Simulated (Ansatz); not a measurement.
## Ga3Se (Pm-3m), one atom moved along a line

Computed with DFT PBEsol+D3(BJ), scalar-relativistic, plane waves, PAW in Ansatz 0.2.0. The runs took a 420 eV cutoff, a Γ-centred 12×12×12 mesh and Gaussian smearing (0.15 eV). No spin polarisation. Energies are free energies at this smearing, counted from the undisturbed cell; pressure is positive in compression.

The starting cell (relaxed at this level; with this scan's settings it stands at 0.1 GPa; it needn't be the usual structure):

```xyz
4
Lattice="4.2249 0.0000 0.0000 0.0000 4.2249 0.0000 0.0000 0.0000 4.2249" Properties=species:S:1:pos:R:3 pbc="T T T"
Ga    0.0000    2.1125    2.1125
Ga    2.1125    0.0000    2.1125
Ga    2.1125    2.1125    0.0000
Se    0.0000    0.0000    0.0000
```

Atom 4 (Se) is moved by x along the Cartesian unit vector (0.000, 1.000, 0.000); the cell and all other atoms stay fixed. The cell is metallic on the mesh throughout.

| x (Å) | ΔE (meV/cell) | force along x on the moved atoms (eV/Å) | pressure (GPa) |
| --- | --- | --- | --- |
| -0.2000 | 21.6 | 0.23 | 0.4 |
| -0.0667 | 2.3 | 0.07 | 0.1 |
| 0.0000 | 0.0 | 0.00 | 0.1 |
| 0.0333 | 0.6 | -0.03 | 0.1 |
| 0.1000 | ? | -0.11 | ? |
| 0.1333 | 9.4 | -0.14 | 0.2 |
| 0.1667 | ? | ? | 0.3 |

By symmetry 0.2000 repeats -0.2000, -0.1333 repeats 0.1333, 0.0667 repeats -0.0667 in energy, with the opposite slope along the path.

(1) Give the withheld values.

## Answers

(1) ΔE (meV/cell) at x (Å) = 0.1000: 5.2; pressure (GPa) at x (Å) = 0.1000: 0.2; ΔE (meV/cell) at x (Å) = 0.1667: 14.8; force along x on the moved atoms (eV/Å) at x (Å) = 0.1667: -0.18.

Cost: 7 runs of about 3 core-minutes in all, on Intel Xeon Platinum 8488C (Sapphire Rapids) (shared hosts).